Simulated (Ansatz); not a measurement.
Input file for Ansatz (a first-principles code):

Ansatz 0.2 input:
```yaml
crystal:
  lattice:
    - [1.9650297187, -7.2422675578, 0.0]
    - [1.9650297187, 7.2422675578, 0.0]
    - [0.0, 0.0, 5.6062870719]
  atoms:
    - { symbol: Sr, position: [0.3401872178, 0.6598127822, 0.039244813] }
    - { symbol: Sr, position: [0.6598127822, 0.3401872178, 0.539244813] }
    - { symbol: Mg, position: [0.9160139627, 0.0839860373, 0.59484866] }
    - { symbol: Mg, position: [0.0839860373, 0.9160139627, 0.09484866] }
    - { symbol: F, position: [0.8385847265, 0.1614152735, 0.3081432539] }
    - { symbol: F, position: [0.1614152735, 0.8385847265, 0.8081432539] }
    - { symbol: F, position: [0.0352844124, 0.9647155876, 0.4337771072] }
    - { symbol: F, position: [0.9647155876, 0.0352844124, 0.9337771072] }
    - { symbol: F, position: [0.7978637691, 0.2021362309, 0.7872305211] }
    - { symbol: F, position: [0.2021362309, 0.7978637691, 0.2872305211] }
    - { symbol: F, position: [0.4141661671, 0.5858338329, 0.6197456449] }
    - { symbol: F, position: [0.5858338329, 0.4141661671, 0.1197456449] }
kpoints:
  mp_grid: { grid: [6, 6, 5] }
basis: { xc_grid: 2 }
hamiltonian:
  xc: pbesol
  pseudopotentials: { azcp: { folder: ./paw }, kind: paw }
scf:
  occupations: { method: fixed }
output:
  optics: { e_range: [0.0, 15.0], de: 0.05, sigma: 0.1, bands: { spectra_wanted_up_to: 12 eV } }
```

Output (shortened):

```
output.optics: the spectra are integrated over the Brillouin zone by k·p interpolation around the k-points, where levels, occupations, output.optics.sigma and …
Pseudopotential: Sr, paw, valence charge 10
Pseudopotential: Mg, paw, valence charge 10
Pseudopotential: F, paw, valence charge 7
Functional definition: PBEsol
Crystal: 12 atoms, lattice volume = 159.569 Å³
Basis set: ecut = 420 eV, 3149 PW (Γ), exchange–correlation on 108×108×80 points (8 copies of the dense FFT grid, shifted against one another)
Bands: 60, of which v1, the nominal top of the filled ones, is band 48 counted from 1 (47 counted from 0)
Symmetry: 4 space group operations
Space group: Cmc21 (ITA 36), of the structure as read, at distance tolerance 5.4e-5 Å
k-points: 39 of 180 (time reversal used)
SCF iter   1: F=—  HF=-17241.977711 eV  |F-HF|=—  |Δ(HF+E_count)|=         —  Δρ=1.28e-1  dr2=2.29e1  ethr=3.10e-3  ⟨swp⟩=7.0  Hψ=10596  notcnv=0  defer=357
preconditioner: auto → Resta (q_TF=auto, 2.507 Å⁻¹)
SCF iter   2: F=—  HF=-17235.501250 eV  |F-HF|=—  |Δ(HF+E_count)|=    6.48e0  Δρ=4.49e-2  dr2=3.44e0  ethr=3.10e-3  ⟨swp⟩=4.5  Hψ=5201  notcnv=0  defer=352
SCF iter   3: F=—  HF=-17234.713131 eV  |F-HF|=—  |Δ(HF+E_count)|=   7.88e-1  Δρ=2.02e-2  dr2=1.09e0  ethr=3.10e-3  ⟨swp⟩=3.6  Hψ=3959  notcnv=0  defer=368
SCF iter   4: F=—  HF=-17234.394413 eV  |F-HF|=—  |Δ(HF+E_count)|=   3.19e-1  Δρ=5.04e-3  dr2=5.14e-2  ethr=1.13e-3  ⟨swp⟩=3.7  Hψ=4203  notcnv=0  defer=381
SCF iter   5: F=—  HF=-17234.406071 eV  |F-HF|=—  |Δ(HF+E_count)|=   1.17e-2  Δρ=2.77e-3  dr2=7.83e-3  ethr=5.35e-5  ⟨swp⟩=3.0  Hψ=4403  notcnv=0  defer=390
SCF iter   6: F=—  HF=-17234.406904 eV  |F-HF|=—  |Δ(HF+E_count)|=   8.33e-4  Δρ=1.39e-3  dr2=1.99e-3  ethr=8.15e-6  ⟨swp⟩=3.0  Hψ=3769  notcnv=0  defer=390
SCF iter   7: F=—  HF=-17234.407219 eV  |F-HF|=—  |Δ(HF+E_count)|=   3.15e-4  Δρ=2.49e-4  dr2=1.30e-4  ethr=2.07e-6  ⟨swp⟩=2.6  Hψ=3505  notcnv=0  defer=390
SCF iter   8: F=—  HF=-17234.407435 eV  |F-HF|=—  |Δ(HF+E_count)|=   2.16e-4  Δρ=7.02e-5  dr2=1.02e-5  ethr=1.35e-7  ⟨swp⟩=2.0  Hψ=4099  notcnv=0  defer=390
SCF iter  14: F=-17234.407374 eV  HF=-17234.407374 eV  |F-HF|=7.28e-12  |Δ(HF+E_count)|=  1.31e-10  Δρ=8.43e-8  dr2=9.60e-12  ethr=1.00e-12  ⟨swp⟩=14.6  Hψ=12426  notcnv=0
SCF 1 converged in 14 iterations: F = -17234.407374 eV  dr2 = 9.60e-12
NSCF: frozen V_eff on 39 k-points
Optics k sum: 0 of 39 k-points
Optics k sum: 2 of 39 k-points
Optics k sum: 4 of 39 k-points
Optics k sum: 6 of 39 k-points
Optics k sum: 8 of 39 k-points
Optics k sum: 10 of 39 k-points
Optics k sum: 12 of 39 k-points
Optics k sum: 14 of 39 k-points
Optics k sum: 16 of 39 k-points
Optics k sum: 18 of 39 k-points
Optics k sum: 20 of 39 k-points
Optics k sum: 22 of 39 k-points
Optics k sum: 24 of 39 k-points
Optics k sum: 26 of 39 k-points
Optics k sum: 28 of 39 k-points
Optics k sum: 30 of 39 k-points
Optics k sum: 32 of 39 k-points
Optics k sum: 34 of 39 k-points
Optics k sum: 36 of 39 k-points
Optics k sum: 38 of 39 k-points
Optics k sum: 39 of 39 k-points
Optics k sum: 0 of 39 k-points
Optics k sum: 2 of 39 k-points
Optics k sum: 4 of 39 k-points
Optics k sum: 6 of 39 k-points
Optics k sum: 8 of 39 k-points
Optics k sum: 10 of 39 k-points
Optics k sum: 12 of 39 k-points
Optics k sum: 14 of 39 k-points
Optics k sum: 16 of 39 k-points
Optics k sum: 18 of 39 k-points
Optics k sum: 20 of 39 k-points
Optics k sum: 22 of 39 k-points
Optics k sum: 24 of 39 k-points
Optics k sum: 26 of 39 k-points
Optics k sum: 28 of 39 k-points
Optics k sum: 30 of 39 k-points
Optics k sum: 32 of 39 k-points
Optics k sum: 34 of 39 k-points
Optics k sum: 36 of 39 k-points
Optics k sum: 38 of 39 k-points
Optics k sum: 39 of 39 k-points
NSCF: frozen V_eff on 1 k-points
NSCF: frozen V_eff on 1 k-points
NSCF: frozen V_eff on 1 k-points
NSCF: frozen V_eff on 1 k-points
NSCF: frozen V_eff on 1 k-points
output.optics: what the bands over the 87 summed would add to eps1, eps2 and the energy-loss function is held between a lower and an upper bound (9 Lanczos …
SCF converged after 14 iterations
Free energy (F): -17234.407374 eV
Harris-Foulkes:  -17234.407374 eV  (|F-HF|=7.28e-12)
Internal energy: -17234.407374 eV  (E = F + TS)
E sigma→0 (E₀):  -17234.407374 eV
Fermi energy:    2.964224 eV
--- Per-component energies (eV) ---
  E_band       = -1080.937148
  E_kinetic    = 2196.894060
  E_local      = -9475.606461  (includes V_loc(G=0)·N_el)
  E_nonlocal   = 1559.610656
  E_hartree    = 3280.463982
  E_xc         = -1013.778176
  E_vxc        = -1171.040324  (∫ρ·V_xc dr)
  E_paw        = -7444.784619  (= ΣΔE_a)
  E_vpaw       = -751.728121  (= ΣTr[D̂ρ^β])
  E_aug_tail   = 0.005133  (compensation charges beyond the density's cutoff)
  E_ewald      = -6337.937910
  E_core_change = 0.725962  (= ΣΔE_core)
  E_smearing   =  0.000000  (= −TS)
  E_closure    = 0.000000  (closes the sum)
  Σ components = -17234.407374   (vs F -17234.407374, Δ=0.00e0)
  [band-id]    e_kinetic+e_local+e_nonlocal+2·e_hartree+e_vxc+e_vpaw+e_augmentation_tail = -1080.937094   (vs E_band -1080.937148, Δ=5.43e-5)
--- Band table (eV; the first three rows and the last of 39) ---
  k-point 0: bands = ["-67.1409", "-67.1407", "-34.1118", "-34.1059", "-34.1024", "-34.0982", "-34.0979", "-34.0976", "-27.3236", "-27.2969", "-17.0696", "-16.8544", "-16.5934", "-16.5558", "-16.5145", "-16.3876", "-16.3140", "-16.2696", "-9.3650", "-9.3301", …
  k-point 1: bands = ["-67.1409", "-67.1407", "-34.1114", "-34.1070", "-34.1015", "-34.0984", "-34.0979", "-34.0976", "-27.3208", "-27.2993", "-17.0557", "-16.8877", "-16.5922", "-16.5538", "-16.5125", "-16.4127", "-16.2933", "-16.2526", "-9.3695", "-9.3327", …
  k-point 2: bands = ["-67.1408", "-67.1408", "-34.1104", "-34.1088", "-34.1001", "-34.0990", "-34.0978", "-34.0977", "-27.3139", "-27.3057", "-17.0156", "-16.9546", "-16.5858", "-16.5700", "-16.4875", "-16.4528", "-16.2569", "-16.2399", "-9.3718", "-9.3589", …
  k-point 38: bands = ["-67.1408", "-67.1408", "-34.1104", "-34.1089", "-34.1001", "-34.0990", "-34.0978", "-34.0977", "-27.3137", "-27.3058", "-17.0167", "-16.9453", "-16.6329", "-16.6276", "-16.4186", "-16.4054", "-16.2626", "-16.2514", "-9.3755", …
```

Cost: roughly 8 core-minutes on shared cores.

Space group Cmc2_1. The workflow started from a Materials Project entry (that database holds measured and hypothetical structures alike); the Crystallography Open Database files this formula in space group No. 36, but the cells were not matched. Its standing as an ambient phase is unchecked. The cell was relaxed with PBEsol under the symmetry of its start; its stability against distortions is not shown here. Spin–orbit coupling is left out wherever it is not named.

Potentials: the earlier of the program's two PAW sets. The files were generated under PBE; for other functionals the program regenerates the frozen cores, and for LDA and PBEsol the local potential too.

Ansatz is a plane-wave DFT program.
